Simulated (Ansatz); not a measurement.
All numbers below come from DFT PBE, scalar-relativistic, plane waves, PAW in Ansatz. All cells share a 420 eV cutoff and Γ-centred k meshes spaced at most about 0.3 Å⁻¹ (2π included). No spin polarisation in the final relaxations.

These are static total energies at zero pressure.

Two forms of Zn2CdS3 were relaxed alike.

A.

Space group I-4m2 (No. 119). a = 3.944 Å, b = 3.944 Å, c = 16.956 Å, α = 90.00°, β = 90.00°, γ = 90.00°
| atom | site | symmetry | x | y | z |
| --- | --- | --- | --- | --- | --- |
| Zn | 4f | 2mm. | 0.5000 | 0.0000 | 0.4220 |
| Cd | 2c | -4m2 | 0.0000 | 0.5000 | 0.2500 |
| S | 4e | 2mm. | 0.5000 | 0.5000 | 0.1554 |
| S | 2a | -4m2 | 0.0000 | 0.0000 | 0.0000 |

B.

Space group P3m1 (No. 156). a = 3.951 Å, b = 3.951 Å, c = 9.775 Å, α = 90.00°, β = 90.00°, γ = 120.00°
```json
{"atom": "Zn", "site": "1b", "symmetry": "3m.", "x": "0.3333", "y": "0.6667", "z": "0.9915"}
{"atom": "Zn", "site": "1c", "symmetry": "3m.", "x": "0.6667", "y": "0.3333", "z": "0.6754"}
{"atom": "Cd", "site": "1a", "symmetry": "3m.", "x": "0.0000", "y": "0.0000", "z": "0.3289"}
{"atom": "S", "site": "1b", "symmetry": "3m.", "x": "0.3333", "y": "0.6667", "z": "0.7508"}
{"atom": "S", "site": "1c", "symmetry": "3m.", "x": "0.6667", "y": "0.3333", "z": "0.4355"}
{"atom": "S", "site": "1a", "symmetry": "3m.", "x": "0.0000", "y": "0.0000", "z": "0.0680"}
```

Problem. Which is lower in energy, and by how much?

Solution. A is lower, by 13 meV/atom. A has Zn and Cd ordered on zinc blende sites, space group I-4m2 (No. 119), 22.0 Å³/atom and a gap of 1.54 eV on its mesh; B has Zn and Cd ordered on zinc blende sites, space group P3m1 (No. 156), 22.0 Å³/atom and a gap of 1.41 eV. In A, Zn has 4 S at 2.37 Å; Cd has 4 S at 2.54 Å; S on a site of symmetry 2mm has 2 Zn at 2.37 Å and 2 Cd at 2.54 Å; 1 more site not described. In B, Zn on its first site has 4 S at 2.35–2.40 Å; Cd is surrounded by 4 S at 2.51–2.55 Å; S on its first site is surrounded by 4 Zn at 2.35–2.40 Å; 3 more sites not described. Both come from invented guesses.

Kohn–Sham gaps at this level usually fall short of measured ones. Cells relaxed within their symmetry can be saddle points.
